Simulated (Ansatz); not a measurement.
**Property card for Cu3Sb**

Cu3Sb:
```yaml
crystal:
  lattice:
    - [4.44688, 0.00000, 0.00000]
    - [-2.22344, 3.85111, 0.00000]
    - [0.00000, 0.00000, 4.85647]
  atoms:
    - { symbol: Sb, position: [0.00000, 0.00000, 0.00000] }
    - { symbol: Cu, position: [0.00000, 0.00000, 0.50000] }
    - { symbol: Cu, position: [0.33333, 0.66667, 0.00000] }
    - { symbol: Cu, position: [0.66667, 0.33333, 0.00000] }
```

Space group P6/mmm (No. 191); conventional cell a = b = 4.447 Å, c = 4.856 Å, α = β = 90.00°, γ = 120.00°.

Method: the program Ansatz at the PBEsol level (PAW). Structure relaxed to zero pressure with the same functional. Other levels are named where they apply.

**Cell and energy**

| Item | Value |
|---|---|
| Volume per atom | 20.79 Å³ |
| Density | 6.24 g/cm³ |
| Formation energy from the elements (no fitted shifts) | 50 kJ/mol of atoms |

**Electronic structure**

| Property | Value |
|---|---|
| Electronic character | metallic (no gap) |
| Density of states at the Fermi level | 0.16 states/eV per atom (mean over ±0.08 eV) |

**Mechanics**

| Item | Value |
|---|---|
| Bulk modulus (Birch–Murnaghan fit) | 69.2 GPa |
| Pressure derivative B′ | 5.3 |
| Elastic constants (relaxed ions, GPa) | C11 = 147, C12 = 65.9, C13 = 7.1, C33 = 168, C44 = -7.9 |
| Mechanical stability | unstable (C has a negative eigenvalue) |

**Phonons**

| Property | Value |
|---|---|
| Highest zone-centre frequency | 292 cm⁻¹ |
| Zone-centre stability | unstable, softest mode 87i cm⁻¹ |

The start of the workflow was typed in or built on a structure type; neither database checked (COD, Materials Project) lists it. Its standing as an ambient phase is unchecked. The PBEsol relaxation kept the symmetry of its start. The run is not spin-polarised. Its formation energy is positive at this level, so the cell may be metastable or incomplete. As this level gives no gap, shear constants depend on the k-mesh and smearing (Fermi–Dirac, 0.1 eV here). As this level gives no gap, phonon frequencies hold no LO–TO term and depend on the k-mesh and smearing (Fermi–Dirac, 0.1 eV here). The references are the lowest solids computed at this level, not always the standard phases. Spin–orbit coupling is left out wherever it is not named.

Potentials: the earlier of the program's two PAW sets. The files were generated under PBE; for other functionals the program regenerates the frozen cores, and for LDA and PBEsol the local potential too.
